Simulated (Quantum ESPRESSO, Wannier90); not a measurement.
**Tight-binding from DFT: TaAs (I4₁md)**

```
begin unit_cell_cart
ang
    0.0000000000   -3.4436300000    0.0000000000
    3.4436300000    0.0000000000    0.0000000000
   -1.7218150000    1.7218150000    5.8679400000
end unit_cell_cart
begin atoms_frac
Ta   0.2499700000 -0.2500300000  0.4999400000
Ta   0.4999700000  0.4999700000 -0.0000600000
As  -0.1673700000  0.3326300000 -0.3347400000
As   0.0826300000  0.0826300000  0.1652600000
end atoms_frac
```

Structure: Materials Project mp-1936, symmetrised, not relaxed again. Not found in the COD (Crystallography Open Database) copy used; not checked further. Method: LDA plane waves in Quantum ESPRESSO 7.5 (PseudoDojo norm-conserving files, 64 Ry, no spin polarisation, no spin-orbit coupling), Bloch states on a 6×6×6 mesh through Γ, Wannier90 4.0.1. Density: 10×10×10 mesh, cold smearing 0.01 Ry. Spin-orbit coupling is left out although heavy elements are present.

A tight-binding model is made by disentanglement and projection with no localisation steps (num_iter = 0), so the 26 orbitals stay atom-like: hydrogen-like Ta: s;p;d; As: s;p, axes along x, y, z; frozen window up to 1.50 eV relative to the Fermi level. It follows pw.x to 4.4 meV rms for states up to 1.0 eV relative to the Fermi level. Matrix elements depend on this choice of orbitals and windows.

Question: What are the on-site energies relative to the Fermi level, and how fast do the hoppings decay?

Answer: 
```csv
atom,orbitals,energy (eV)
Ta1,s,3.30
Ta1,pz,9.05
Ta1,px,9.51
Ta1,py,8.98
Ta1,dz2,0.97
Ta1,dxz dxy,1.07
Ta1,dyz,1.03
Ta1,dx2-y2,0.81
Ta2,s,3.30
Ta2,pz,9.05
Ta2,px,8.97
Ta2,py,9.51
Ta2,dz2,0.97
Ta2,dxz,1.03
Ta2,dyz dxy,1.07
Ta2,dx2-y2,0.81
As3,s,-8.14
As3,pz,1.10
As3,px,1.21
As3,py,1.73
As4,s,-8.14
As4,pz,1.10
As4,px,1.73
As4,py,1.21
```

```json
[
 {"distance of the centres (Å)": "2–3", "largest modulus (eV)": "1.7"},
 {"distance of the centres (Å)": "3–4", "largest modulus (eV)": "1.5"},
 {"distance of the centres (Å)": "4–5", "largest modulus (eV)": "0.37"},
 {"distance of the centres (Å)": "5–6", "largest modulus (eV)": "0.16"},
 {"distance of the centres (Å)": "6–7", "largest modulus (eV)": "0.10"},
 {"distance of the centres (Å)": "7–8", "largest modulus (eV)": "0.039"},
 {"distance of the centres (Å)": "8–9", "largest modulus (eV)": "0.033"}
]
```
